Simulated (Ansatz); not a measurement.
NbAs:
Space group I4₁md (No. 109); a = b = 3.4731 Å, c = 11.7496 Å, α = β = γ = 90.00°

```tsv
atom	site	symmetry	x	y	z
Nb	4a	2mm.	0.0000	0.0000	0.7494
As	4a	2mm.	0.0000	0.0000	0.1676
```
(The calculation used a cell of 4 atoms; values per cell refer to that cell.)

Relaxed at zero pressure with DFT-PBE in the program Ansatz with PAW potentials.

The volume is raised by 9 % and shape and atoms relax at that volume. What pressure results, and how do the axes share the change?

-11.4 GPa; a 2.4 %, b 2.4 %, c 4.0 %; the energy rises by 61 meV/atom.

Give the new structure.


Space group I4₁md (No. 109); a = b = 3.5555 Å, c = 12.2204 Å, α = β = γ = 90.00°

```csv
atom,site,symmetry,x,y,z
Nb,4a,2mm.,0.0000,0.0000,0.7499
As,4a,2mm.,0.0000,0.0000,0.1671
```

The phase is kept; no other phase was compared at this pressure.

Space group I4_1md. The cell was relaxed with PBE under the symmetry of its start. The run is not spin-polarised.

Potentials: the earlier of the program's two PAW sets.
